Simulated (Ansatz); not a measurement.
Input:

MoS$_{2}$:
```cif
data_Mo3S6
_chemical_formula_sum 'Mo3 S6'
_space_group_name_H-M_alt 'R3m :H'
_space_group_IT_number 160
_space_group_name_Hall 'R 3 -2"'
_cell_length_a 3.17624
_cell_length_b 3.17624
_cell_length_c 18.67134
_cell_angle_alpha 90.000
_cell_angle_beta 90.000
_cell_angle_gamma 120.000
loop_
_atom_site_label
_atom_site_type_symbol
_atom_site_symmetry_multiplicity
_atom_site_Wyckoff_symbol
_atom_site_fract_x
_atom_site_fract_y
_atom_site_fract_z
_atom_site_occupancy
Mo1 Mo 3 a 0.00000 0.00000 0.00023 1
S1 S 3 a 0.00000 0.00000 0.58374 1
S2 S 3 a 0.00000 0.00000 0.75001 1
```
(The calculation used a cell of 3 atoms; values per cell refer to that cell.)

This is the r²SCAN+D4-relaxed structure.

Task: All from plane-wave PAW r²SCAN+D4 (Ansatz code), unless another level is named. Predict the gap with spin–orbit coupling.

Result: 1.02 eV.

Task: And the formation energy from the elements (no fitted shifts)?

Result: -1.00 eV/atom.

Task: And the hole effective mass?

Result: 0.71, 0.71, 0.84 mₑ (principal values).

Task: And the band gap?

Result: 1.03 eV (indirect).

Task: Predict the smallest direct gap on the standard path.

Result: 1.79 eV.

Symmetry was held in the r²SCAN+D4 relaxation. The run is not spin-polarised. The references are the lowest solids computed at this level, not always the standard phases. Spin–orbit coupling is left out wherever it is not named.

Potentials: the earlier of the program's two PAW sets.
